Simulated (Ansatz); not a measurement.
The start is a generated cell, Al2Cu built in the Al2Cu structure type. A full variable-cell relaxation at zero pressure is run with r2SCAN (plane waves to 500 eV, PAW, scalar-relativistic; Ansatz, a quantum-chemistry and plane-wave program). First-step values are on the input's coarse k-mesh.

Ansatz input (later rounds restart from its end on a renewed k-mesh):
Ansatz 0.2 input:
```yaml
crystal:
  lattice:
    - [-3.02, 3.02, 2.43]
    - [3.02, -3.02, 2.43]
    - [3.02, 3.02, -2.43]
  atoms:
    - { symbol: Al, position: [0.658, 0.158, 0.816] }
    - { symbol: Al, position: [0.842, 0.658, 0.5] }
    - { symbol: Al, position: [0.158, 0.342, 0.5] }
    - { symbol: Al, position: [0.342, 0.842, 0.184] }
    - { symbol: Cu, position: [0.25, 0.25, 0] }
    - { symbol: Cu, position: [0.75, 0.75, 0] }
basis: { ecutwfc: 500, ecutrho_ratio: 4, xc_grid: 4, fft_grid_basis: typed }
kpoints: { mp_grid: { grid: [9, 9, 9] } }
hamiltonian:
  xc: r2scan
  dispersion: none
  pseudopotentials: { azcp: { folder: ./paw }, kind: paw }
scf: { occupations: { method: fermi_dirac, width: 0.05 } }
relax: { f_tol: 0.01, max_steps: 100, cell: { stress_tol: 0.02 } }
output: { forces: true, stress: true }
```

- Largest initial force = 0.11 eV/Å, on Al1, Al2, Al3, Al4 (atoms numbered as listed)
- Energy released = under 0.01 eV/atom
- Volume change = -2.5 %, from 14.78 to 14.40 Å³/atom
- Shortest distances (start → end) = The closest pairs of elements (up to four, under 3.6 Å), start → end: Cu–Cu 2.43 → 2.40 Å; Al–Cu 2.58 → 2.56 Å; Al–Al 2.70 → 2.70 Å
- Band gap at the end = zero (metallic)
- Optimiser moves = 5

It ends as:

Space group I4/mcm (No. 140); a = b = 6.0066 Å, c = 4.7905 Å, α = β = γ = 90.00°

| atom | site | symmetry | x | y | z |
|---|---|---|---|---|---|
| Al | 8h | m.2m | 0.1590 | 0.3410 | 0.0000 |
| Cu | 4a | 422 | 0.0000 | 0.0000 | 0.2500 |
(The calculation used a cell of 6 atoms; values per cell refer to that cell.)

Final values are on a 12×12×12 k-mesh of the relaxed cell. No spin polarisation in the result.

The run could not lose the symmetry of its start.
